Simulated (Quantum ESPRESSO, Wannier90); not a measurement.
## BaGaSnH (P3m1): Wannier90 run

Cell from Materials Project (mp-1018094), symmetrised, no further relaxation. COD (Crystallography Open Database) has an entry of this formula and space group (matched by these alone). Computed values, not measurements, from PBEsol: Quantum ESPRESSO (norm-conserving PseudoDojo potentials, cutoff 64 Ry, no spin polarisation, no spin-orbit coupling) on a Γ-centred 6×6×6 mesh, then Wannier90. Density: 12×12×6 mesh, cold smearing 0.01 Ry. Spin-orbit coupling is left out although heavy elements are present.

```
begin unit_cell_cart
ang
    4.6093402015    0.0000000000    0.0000000000
   -2.3046701007    3.9918057092    0.0000000000
    0.0000000000    0.0000000000    5.3980800000
end unit_cell_cart
mp_grid = 6 6 6
```

### Question
Which shells of neighbouring k-points and which b-vectors and weights does Wannier90 pick for this cell and mesh?

### Answer
```
 *---------------------------------- K-MESH ----------------------------------*
 +----------------------------------------------------------------------------+
 |                    Distance to Nearest-Neighbour Shells                    |
 |                    ------------------------------------                    |
 |          Shell             Distance (Ang^-1)          Multiplicity         |
 |          -----             -----------------          ------------         |
 |             1                   0.193994                      2            |
 |             2                   0.262337                      6            |
 |             3                   0.326274                     12            |
 |             4                   0.387989                      2            |
 |             5                   0.454381                      6            |
 |             6                   0.468355                     12            |
 |             7                   0.494060                     12            |
 |             8                   0.524674                      6            |
       ... (lines left out)
 +----------------------------------------------------------------------------+
 | The b-vectors are chosen automatically                                     |
 | The following shells are used:                       1,  2                 |
 +----------------------------------------------------------------------------+
 |                        Shell   # Nearest-Neighbours                        |
 |                        -----   --------------------                        |
 |                          1               2                                 |
 |                          2               6                                 |
 +----------------------------------------------------------------------------+
 | Completeness relation is fully satisfied [Eq. (B1), PRB 56, 12847 (1997)]  |
 +----------------------------------------------------------------------------+
 |                  b_k Vectors (Ang^-1) and Weights (Ang^2)                  |
 |                  ----------------------------------------                  |
 |            No.         b_k(x)      b_k(y)      b_k(z)        w_b           |
 |            ---        --------------------------------     --------        |
 |             1         0.000000    0.000000    0.193994    13.285913        |
 |             2         0.000000    0.000000   -0.193994    13.285913        |
 |             3         0.000000    0.262337    0.000000     4.843511        |
 |             4         0.227190    0.131168    0.000000     4.843511        |
 |             5         0.000000   -0.262337    0.000000     4.843511        |
 |             6         0.227190   -0.131168    0.000000     4.843511        |
 |             7        -0.227190   -0.131168    0.000000     4.843511        |
 |             8        -0.227190    0.131168    0.000000     4.843511        |
```
